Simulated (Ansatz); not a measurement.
One crystal and one scan (frozen-phonon scan) at two levels, r2SCAN (plane waves to 500 eV, PAW, scalar-relativistic; Ansatz, a quantum-chemistry and plane-wave program) and PBE (plane waves to 420 eV, PAW, scalar-relativistic; Ansatz), each from its own relaxed cell and on its own mesh. The cell shown is that of r2SCAN.

Starting cell, GaAs (zinc blende):

```
GaAs
1.0
    0.00000     5.66670     5.66670
    2.83335     2.83335     5.66670
    2.83335     2.83335     0.00000
As Ga
2 2
Direct
  0.00000   0.75000   0.75000
  0.50000   0.75000   0.75000
  0.00000   0.00000   0.00000
  0.50000   0.00000   0.00000
```

A phonon eigenvector at X = (0.5, 0.5, 0.0) is frozen into this cell: atom i moves by Q times the vector below, so Q is the largest atomic displacement, in Å. The cell is held. (q is in reciprocal vectors of the primitive cell; the cell shown is doubled to hold the pattern.)

```
atom      x      y       z
----  -----  -----  ------
Ga3   0.000  0.000   1.000
Ga4   0.000  0.000  -1.000
```

Atoms not listed stay in place.

GaAs was relaxed with its symmetry unable to fall. Percentages come from the unrounded values.

Results of r2SCAN:

- Lattice constant a (Å): 5.667
- Harmonic wavenumber from the curvature (finite differences) (cm⁻¹ (negative: imaginary)): 237
- Shape of the curve: a single well with its minimum at or next to zero displacement

Q: What does PBE give for the same quantities?

A: 
```json
[
 {"quantity": "Lattice constant a (Å)", "PBE": "5.746", "r2SCAN − PBE": "-0.079 (-1.4 %)"},
 {"quantity": "Harmonic wavenumber from the curvature (finite differences) (cm⁻¹ (negative: imaginary))", "PBE": "223", "r2SCAN − PBE": "+14 (+6 %)"}
]
```

r2SCAN gives the higher value for: harmonic wavenumber from the curvature. r2SCAN gives the lower value for: lattice constant a. Both give the same shape of the curve: a single well with its minimum at or next to zero displacement.

(For displaced atoms, the force is minus the slope of the energy, and its curvature is a force constant, which sets phonon frequencies.)
